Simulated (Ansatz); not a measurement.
The start is a relaxed Te2Mo cell, doubled along one cell vector, shaken by Gaussian noise of σ = 0.08 Å a coordinate. The structure is fully relaxed (lattice and positions, P = 0) with r2SCAN (plane waves to 500 eV, PAW, scalar-relativistic; Ansatz, a first-principles code). The first steps use a coarse 6×3×6 k-mesh.

Input geometry:
```yaml
crystal:
  lattice:
    - [0.00000, 3.31970, 3.31970]
    - [6.63940, 0.00000, 6.63940]
    - [3.31970, 3.31970, 0.00000]
  atoms:
    - { symbol: Mo, position: [0.01300, 0.99969, 0.02742] }
    - { symbol: Mo, position: [0.96038, 0.50731, 0.02090] }
    - { symbol: Te, position: [0.25715, 0.14004, 0.22881] }
    - { symbol: Te, position: [0.18398, 0.62622, 0.26612] }
    - { symbol: Te, position: [0.76358, 0.39419, 0.71915] }
    - { symbol: Te, position: [0.72872, 0.88101, 0.74625] }
```

| Property | Value |
|---|---|
| Largest initial force | about 1.9 eV/Å, on Te5 (atoms numbered as listed) |
| Energy released | 0.17 eV/atom |
| Volume change | -4.0 %, from 24.39 to 23.42 Å³/atom |
| Relative to the parent | It does not go back: it reaches C2/m (No. 12), 0.10 eV/atom below the parent |
| Band gap at the end | zero (metallic) |
| Optimiser moves | 21 |

It ends as:

```cif
data_Mo4Te8
_chemical_formula_sum 'Mo4 Te8'
_space_group_name_H-M_alt 'C2/m'
_space_group_IT_number 12
_space_group_name_Hall '-C 2y'
_cell_length_a 8.33667
_cell_length_b 5.07804
_cell_length_c 7.75169
_cell_angle_alpha 90.000
_cell_angle_beta 121.076
_cell_angle_gamma 90.000
loop_
_atom_site_label
_atom_site_type_symbol
_atom_site_symmetry_multiplicity
_atom_site_Wyckoff_symbol
_atom_site_fract_x
_atom_site_fract_y
_atom_site_fract_z
_atom_site_occupancy
Mo1 Mo 4 i 0.01572 0.00000 0.71103 1
Te1 Te 4 i 0.23755 0.00000 0.13633 1
Te2 Te 4 i 0.31540 0.00000 0.64794 1
```
(The calculation used a cell of 6 atoms; values per cell refer to that cell.)

Final values are on a 11×11×7 k-mesh of the relaxed cell. No spin polarisation in the result.

The relaxed structure here is a generated cell of Te2Mo: the first start was made by placing the elements on the sites of a structure type, and the end was not matched to a known phase here, so it may be hypothetical. Known forms of Te2Mo include space group No. 194.
